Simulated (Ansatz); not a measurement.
VN (rock salt, Fm-3m) under volume change, plane-wave PAW PBE (Ansatz code), scaled uniformly.

```csv
V (Å³/atom),E − E(relaxed) (meV/atom),P (GPa)
7.936,82.0,36.42
8.197,34.4,22.27
8.459,8.1,10.24
8.720,0.0,0.00
8.982,7.3,-8.72
9.244,27.8,-16.15
9.505,59.4,-22.47
```

What does a third-order Birch–Murnaghan fit give for V₀, B₀ and B′?

V₀ = 8.72 Å³/atom, B₀ = 314 GPa, B′ = 4.3.

The cell was relaxed with PBE under the symmetry of its start. The workflow began spin-polarised and lost its moments.

Potentials: the earlier of the program's two PAW sets.
